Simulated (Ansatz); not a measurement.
A generated cell, not matched to a known phase here, of CaI: Pm-3m (No. 221), cP2, CsCl type; a = b = c = 3.987 Å, α = β = γ = 90.00°; Ca 1a (0.000, 0.000, 0.000); I 1b (0.500, 0.500, 0.500). All values below come from PBE (plane waves to 420 eV, PAW, scalar-relativistic; Ansatz, an electronic-structure program). Element references, the lowest calculated here: I (Cmce), Ca (Fm-3m).

Q: Predict the formation energy of this Pm-3m form of CaI from the elements from PBE.

A: -0.85 eV/atom.

A lower structure of this composition may exist.

Static energies, no anion corrections, no zero-point energy. Values are rounded to 0.01 eV/atom. Not shown to be the ambient phase of their composition (a lower form may be missing, and a cell relaxed within its start's symmetry can be a saddle point): CaI (Pm-3m). Spin-orbit coupling is missing from these energies, which matters for elements this heavy. The compounds carry no spin polarisation. The relaxed primitive cell holds an odd number of electrons. A magnetic state may lie lower.
